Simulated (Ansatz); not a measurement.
Values for one crystal, relaxed and computed with DFT-PBE in the program Ansatz with PAW potentials; other levels are named.

```yaml
volume_per_atom: 16.87 Å³
electronic_character: metallic (no gap)
Formation energy from the elements (no fitted shifts): -0.47 eV/atom
Density of states at the Fermi level: 0.26 states/eV per atom (mean over ±0.08 eV)
```

Question: Pick the material that matches.
A. Si2W, MoSi2 or CaC2 type
B. CdO, rock salt
C. GePt, Pnma (Ge on 4c, Pt on 4c)
D. HgS, zinc blende

Answer: C, GePt, Pnma (Ge on 4c, Pt on 4c)

Symmetry was held in the PBE relaxation. No spin polarisation was allowed. The references are the lowest solids computed at this level, not always the standard phases. Spin–orbit coupling is left out wherever it is not named.

Potentials: the later of the program's two PAW sets.
